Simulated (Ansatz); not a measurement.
Input and command of a plane-wave DFT calculation in Ansatz:

```yaml
crystal:
  lattice:
    - [2.864065595, 0.0743913142, 0.0743913142]
    - [0.0743913142, 2.864065595, 0.0743913142]
    - [0.0743913142, 0.0743913142, 2.864065595]
  atoms:
    - { symbol: Al, position: [0.0, 0.0, 0.0] }
    - { symbol: Ni, position: [0.5, 0.5, 0.5] }
basis:
  ecutwfc: 420
kpoints:
  mp_grid: { grid: [24, 24, 24] }
hamiltonian:
  xc: pbesol
scf:
  occupations: { method: gaussian, width: 0.15 }
output:
  forces: true
  stress: true
  eigenvalues: true
```

```bash
ansatz run input.yaml --threads 1 --pin off --max-ram 2560MiB --backend cpu --events-out ev --progress --plain --runs-dir out
```

Processor: Intel(R) Xeon(R) Processor @ 2.50GHz (Skylake/Cascade Lake), 1 thread, on a host shared with other jobs.

**Question.** How long does it run, and how much memory does it take?

**Answer.** About 49 s on 1 thread of Intel(R) Xeon(R) Processor @ 2.50GHz (Skylake/Cascade Lake) (shared host), peak memory 0.7 GiB. It solves 15 bands at 1313 k points (the mesh reduced by symmetry) with about 455 plane waves, in 6 SCF iterations.
